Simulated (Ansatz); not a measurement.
## What DFT gives for Al10MoPt

```yaml
crystal:
  lattice:
    - [4.91427, -0.03262, 0.03585]
    - [-2.48539, 4.28430, 0.04190]
    - [0.06467, 0.12461, 8.85113]
  atoms:
    - { symbol: Al, position: [0.36539, 0.39170, 0.22685] }
    - { symbol: Al, position: [0.01961, 0.32637, 0.80893] }
    - { symbol: Al, position: [0.76156, 0.15331, 0.25289] }
    - { symbol: Al, position: [0.66217, 0.64626, 0.74624] }
    - { symbol: Al, position: [0.96461, 0.62555, 0.23298] }
    - { symbol: Al, position: [0.42528, 0.10414, 0.76423] }
    - { symbol: Al, position: [0.05382, 0.92510, 0.97536] }
    - { symbol: Al, position: [0.01592, 0.02356, 0.54166] }
    - { symbol: Pt, position: [0.30639, 0.64253, 0.53280] }
    - { symbol: Mo, position: [0.61898, 0.35352, 0.99713] }
    - { symbol: Al, position: [0.37381, 0.75934, 0.02902] }
    - { symbol: Al, position: [0.65426, 0.30019, 0.46527] }
```

The numbers come from plane-wave PAW DFT (Ansatz): r2SCAN, no spin polarisation, 500 eV, 4×4×2 (shifted by 0.5, 0, 0 steps) k points, fermi-dirac occupations (width 0.1 eV). Nothing was relaxed.

**Formation energy.** 0.37 eV an atom against the elements' usual phases (free molecules for gases, crystals otherwise, with no correction for O₂ or N₂), so at this geometry it isn't bound against them. Relaxing would lower it.
**At the Fermi level.** It is a metal, with about 4.8 states/eV a cell as the mean within 0.25 eV of the Fermi level, mostly Al p (47 %), Mo d (18 %) and Al s (18 %).
**Stress.** The pressure is 15.9 GPa (compression positive), so with the atoms held at these fractions the cell would first expand; the forces are large, so a full relaxation may end otherwise. The principal stresses 10.5, 15.3, 21.9 GPa differ, so its shape would change too.
**Forces.** The largest is on Al3: 9.59 eV/Å, components (1.93, -8.91, -2.97). It makes 157° with the line to a nearest neighbour, Al5 at 2.03 Å, pointing away from it.

Origin: a cell with a point defect, so it need not be a known compound. Caveats: the k mesh is coarse if the cell is a metal; atoms or cell far from equilibrium.
